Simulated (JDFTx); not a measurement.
System: Be(0001) (P6_3/mmc bulk; lattice of mp-87, not re-optimised at this level), 1x1 cell of 6 atoms in 6 planes, area 4.44 Å² a face, 9.1 Å between the outermost planes in a cell 24.9 Å high; k mesh 10×10×1, Fermi width 0.01 Ha, no spin polarisation.

Profiles through the double layer of this slab, charged, in CANDLE, water, 0.5 M KF; PBE, GBRV ultrasoft potentials, plane waves to 20/100 Ha, JDFTx (a modified build). z is the height above the outermost atoms, φ the plane-averaged electrostatic potential energy of an electron (zero in the bulk liquid), ρ_b the bound charge of solvent and ions, s the cavity shape function (0 in the solid, 1 in the liquid).

```json
[
 {"z (Å)": "1.00", "n (e/Å³)": "0.0904", "s": "0.00", "φ (eV)": "-2.836", "ρ_b (10⁻³ e/Å³)": "-0.07"},
 {"z (Å)": "1.46", "n (e/Å³)": "0.0316", "s": "0.00", "φ (eV)": "-1.069", "ρ_b (10⁻³ e/Å³)": "-2.35"},
 {"z (Å)": "1.92", "n (e/Å³)": "0.0092", "s": "0.01", "φ (eV)": "-0.231", "ρ_b (10⁻³ e/Å³)": "-7.01"},
 {"z (Å)": "2.38", "n (e/Å³)": "0.0024", "s": "0.12", "φ (eV)": "-0.074", "ρ_b (10⁻³ e/Å³)": "-0.84"},
 {"z (Å)": "2.84", "n (e/Å³)": "0.0006", "s": "0.39", "φ (eV)": "-0.051", "ρ_b (10⁻³ e/Å³)": "0.35"},
 {"z (Å)": "3.30", "n (e/Å³)": "0.0002", "s": "0.69", "φ (eV)": "-0.042", "ρ_b (10⁻³ e/Å³)": "0.10"},
 {"z (Å)": "3.76", "n (e/Å³)": "0.0000", "s": "0.93", "φ (eV)": "-0.037", "ρ_b (10⁻³ e/Å³)": "0.01"},
 {"z (Å)": "4.22", "n (e/Å³)": "0.0000", "s": "1.00", "φ (eV)": "-0.033", "ρ_b (10⁻³ e/Å³)": "0.00"},
 {"z (Å)": "4.69", "n (e/Å³)": "0.0000", "s": "1.00", "φ (eV)": "-0.030", "ρ_b (10⁻³ e/Å³)": "-0.01"},
 {"z (Å)": "5.15", "n (e/Å³)": "0.0000", "s": "1.00", "φ (eV)": "-0.027", "ρ_b (10⁻³ e/Å³)": "-0.01"},
 {"z (Å)": "5.61", "n (e/Å³)": "0.0000", "s": "1.00", "φ (eV)": "-0.024", "ρ_b (10⁻³ e/Å³)": "-0.01"},
 {"z (Å)": "6.07", "n (e/Å³)": "0.0000", "s": "1.00", "φ (eV)": "-0.022", "ρ_b (10⁻³ e/Å³)": "-0.01"},
 {"z (Å)": "6.53", "n (e/Å³)": "0.0000", "s": "1.00", "φ (eV)": "-0.019", "ρ_b (10⁻³ e/Å³)": "-0.01"},
 {"z (Å)": "6.99", "n (e/Å³)": "0.0000", "s": "1.00", "φ (eV)": "-0.017", "ρ_b (10⁻³ e/Å³)": "-0.01"},
 {"z (Å)": "7.45", "n (e/Å³)": "0.0000", "s": "1.00", "φ (eV)": "-0.016", "ρ_b (10⁻³ e/Å³)": "0.00"}
]
```

Task: Is the electrode positively or negatively charged, and roughly by how much?

Result: Positively: σ = 7.3 μC/cm² per face. The liquid's bound charge is of the opposite sign overall, and far from the surface φ decays with the screening length (4.3 Å).
